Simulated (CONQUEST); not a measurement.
Worked example: self-consistent single point of GeRh (Pnma, 8 atoms in the cell; from Materials Project mp-22239) in CONQUEST.

Method: LDA (PW92), numerical atomic orbitals double-zeta (the shipped basis less its polarisation shells), PseudoDojo norm-conserving potentials made for LDA in CONQUEST.

```yaml
crystal:
  lattice:
    - [5.67270, 0.00000, 0.00000]
    - [0.00000, 3.29391, 0.00000]
    - [0.00000, 0.00000, 6.45750]
  atoms:
    - { symbol: Ge, position: [0.80826, 0.75000, 0.43643] }
    - { symbol: Ge, position: [0.19174, 0.25000, 0.56357] }
    - { symbol: Ge, position: [0.69174, 0.25000, 0.93643] }
    - { symbol: Ge, position: [0.30826, 0.75000, 0.06357] }
    - { symbol: Rh, position: [0.99544, 0.75000, 0.79662] }
    - { symbol: Rh, position: [0.00456, 0.25000, 0.20338] }
    - { symbol: Rh, position: [0.50456, 0.25000, 0.29662] }
    - { symbol: Rh, position: [0.49544, 0.75000, 0.70338] }
```

Reference input (self-consistent single point, DFT, LDA (PW92), numerical atomic orbitals double-zeta with polarisation (the shipped basis), PseudoDojo norm-conserving potentials made for LDA): basis = DZP; Diag.MPMeshX, Y, Z = 3 4 2; potentials = PseudoDojo norm-conserving LDA; Grid.GridCutoff = 140 Ha; DM.SolutionMethod = diagon; Diag.SmearingType = 1; Diag.kT = 0.009996 Ha; Diag.GammaCentred = true; Diag.MPOrder = 0; minE.SCTolerance = 1.0e-06; SC.MaxIters = 100; SC.LinearMixingFactor = 0.5. This run's input differs from it in these lines:

```diff
@@ -1,2 +1,2 @@
-# files in the folder: Ge.ion Rh.ion (PseudoDojo LDA potentials, DZP orbitals)
+# files in the folder: Ge.ion Rh.ion (PseudoDojo LDA potentials, DZ orbitals)
 # file: Conquest_input
```

Output (repeated stretches shortened):

```
    PulayMixSC: Starting Pulay mixing, A_up =  0.500 A_dn =  0.500
    PulayMixSC: Spin non-polarised calculation.
    PulayMixSC: with Kerker preconditioning, q0 =  0.300
          Harris-Foulkes Energy            :    -22483.579569437832106 eV
          Free Energy (E-TS)               :    -22483.988123566319700 eV
    PulayMixSC: Pulay iteration     1 residual:              0.14578E-02
          Harris-Foulkes Energy            :    -22482.815346524021152 eV
          Free Energy (E-TS)               :    -22483.177922102626326 eV
    PulayMixSC: Pulay iteration     2 residual:              0.72227E-03
   [... lines left out ...]
          Free Energy (E-TS)               :    -22482.761879863657668 eV
    PulayMixSC: Pulay iteration     8 residual:              0.60488E-05
          Harris-Foulkes Energy            :    -22482.391655718372931 eV
          Free Energy (E-TS)               :    -22482.761933529443922 eV
    PulayMixSC: Pulay iteration     9 residual:              0.14388E-05
          Harris-Foulkes Energy            :    -22482.391647430333251 eV
          Free Energy (E-TS)               :    -22482.761940487089305 eV
    PulayMixSC: Pulay iteration    10 residual:              0.83869E-06
    PulayMixSC: Reached SCF tolerance of  0.83869E-06 after     10 iterations
      | Number of electrons      =       124.000072
      | GS Energy with kT -> 0   =    -22482.576793958713097 eV
      | Free Energy as E-TS      =    -22482.761940487089305 eV
      |* Harris-Foulkes energy   =    -22482.391647430333251 eV
      |* DFT total energy        =    -22482.391645506089844 eV

    force: Forces on atoms (eV/a0)
    force:  Atom   X              Y              Z
    force:     1  -0.2631876940   0.0000000000  -0.1178876869
    force:     2   0.2631876940  -0.0000000000   0.1178876869
    force:     3   0.2631876940  -0.0000000000  -0.1178876869
    force:     4  -0.2631876940   0.0000000000   0.1178876869
    force:     5  -0.0765443821  -0.0000000000   0.1931687368
    force:     6   0.0765443821  -0.0000000000  -0.1931687368
   [... lines left out ...]
    force: Maximum force :        0.26318769(eV/a0) on atom         4 in x direction
   [... lines left out ...]
    force: Force Residual:        0.25133491 eV/a0
    force: Total stress:          2.51346269     0.00000000     0.00000000 GPa
                             0.00000000    -0.92841394    -0.00000000
                             0.00000000    -0.00000000     2.80611717
    force: Average pressure:     -1.46372198 GPa

    get_E_and_F: Change in energy during last step of electronic optimisation:  0.30458E-06
```

The run converged in 10 iterations. CONQUEST prints the stress tensor with tension positive. Against the reference run the free energy rises by 241 meV/atom, the pressure goes from -2.04 to -1.46 GPa and the largest force goes from 0.312 to 0.545 eV/Å.

The program uses no crystal symmetry, so grid and mesh can part values that symmetry would make equal. The atom-centred basis is finite, which shifts total energies, pressures and forces against plane waves. This run is one point of a test of settings, so its values need not be converged; read them against the reference run alone. The structure comes from a collection of computed structures, made at another level of theory; the collection holds predicted forms beside known ones. No clean gap shows at this smearing width and mesh (spacing up to 0.49 Å⁻¹); the mesh is coarse for partly filled bands, so the values carry mesh errors.

Cost on one core: very roughly 2.0 core-minutes.
